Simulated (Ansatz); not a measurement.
Ba3ZnN2O: vacancy migration on the Ba sublattice

Method: DFT PBEsol, scalar-relativistic, plane waves, PAW in Ansatz. Cutoff 420 eV, Γ-centred 4×4×4 k-points, Gaussian smearing of 0.05 eV. No spin polarisation.

The perfect supercell:

```
Ba Zn N O
1.0
     4.06034    4.06034    0.00000
     4.06034   -8.12068    0.00000
     0.00000    0.00000   -9.08332
Ba Zn N O
9 3 6 3
Cartesian
  0.0000 0.0000 -7.0990
  4.0603 -4.0603 -7.0990
  4.0603 0.0000 -7.0990
  0.0000 0.0000 -1.9843
  4.0603 -4.0603 -1.9843
  4.0603 0.0000 -1.9843
  2.0302 2.0302 -4.5417
  6.0905 -2.0302 -4.5417
  2.0302 -2.0302 -4.5417
  2.0302 2.0302 0.0000
  6.0905 -2.0302 0.0000
  2.0302 -2.0302 0.0000
  2.0302 2.0302 -1.8215
  6.0905 -2.0302 -1.8215
  2.0302 -2.0302 -1.8215
  2.0302 2.0302 -7.2618
  6.0905 -2.0302 -7.2618
  2.0302 -2.0302 -7.2618
  4.0603 -4.0603 -4.5417
  4.0603 0.0000 -4.5417
  0.0000 0.0000 -4.5417
```

Atom 7 (Ba) is removed, leaving a vacancy without charge, and atom 3 jumps 3.84 Å into it. The vacancy and the half-way point are each relaxed at fixed cell, keeping their symmetry. The supercell is small. The vacancy cell reads metallic on the mesh, and any unpaired electron is treated without spin.

**Question.** How high does the half-way point lie?

**Answer.** Symmetry doesn't hold the atom half-way in this supercell: it slides off along the path as the atoms relax and falls back to its own site, so this start gives no barrier.